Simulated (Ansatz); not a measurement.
Space group I4/mmm (No. 139). a = 5.247 Å, b = 5.247 Å, c = 9.551 Å, α = 90.00°, β = 90.00°, γ = 90.00°
```tsv
atom	site	symmetry	x	y	z
Ta	4e	4mm	0.0000	0.0000	0.1972
O	2a	4/mmm	0.0000	0.0000	0.0000
O	8f	..2/m	0.7500	0.2500	0.2500
```

Equation of state of this Ta$_{2}$O$_{5}$ structure (not necessarily the ground state), with shape and atoms relaxed at each volume where symmetry leaves them free. Theory: DFT r2SCAN, scalar-relativistic, plane waves, PAW (Ansatz).

Plane waves to 500 eV, a k mesh through Γ of 8×8×8 on the computed 7-atom cell and Gaussian smearing (0.02 eV); no spin polarisation.

```tsv
V (Å³/atom)	E − E(largest V) (meV/atom)	P (GPa)	gap on mesh (eV)
17.657	4.71	9.91	2.38
18.220	-21.24	4.82	2.25
18.784	-29.62	0.00	2.15
19.347	-21.93	-4.30	2.06
19.911	0.00	-8.08	1.98
```

Task: Fit a third-order Birch–Murnaghan equation to E(V).

Result: V0 = 18.79 Å³/atom, B0 = 151 GPa, B0' = 2.5.

Spin-orbit coupling is left out, which matters for the bands of heavy elements.

Cost: 5 runs of about 4.2 core-minutes in all, on AMD EPYC 9R45 (Zen 5) (shared hosts).